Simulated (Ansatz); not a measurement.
The relaxed structure here is a generated cell of TiGe2: the first start was made by placing the elements on the sites of a structure type, and the end was not matched to a known phase here, so it may be hypothetical.

The end point of a relaxation of TiGe2. Space group Pnma (No. 62). All values below come from r2SCAN (plane waves to 500 eV, PAW, scalar-relativistic; Ansatz, a quantum-chemistry and plane-wave program).

Space group Pnma (No. 62); a = 6.0790 Å, b = 3.6300 Å, c = 8.9142 Å, α = 90.00°, β = 90.00°, γ = 90.00°

| atom | site | symmetry | x | y | z |
|---|---|---|---|---|---|
| Ge | 4c | .m. | 0.1300 | 0.2500 | 0.3162 |
| Ge | 4c | .m. | 0.1367 | 0.2500 | 0.9391 |
| Ti | 4c | .m. | 0.1844 | 0.2500 | 0.6325 |

### Question
Give the band gap at the level r2SCAN.

### Answer
No gap on the sampled points, where the bands overlap only slightly; such a result is sensitive to mesh and level.

No spin polarisation in the result.

The run could not lose the symmetry of its start, so the end can be a saddle point.
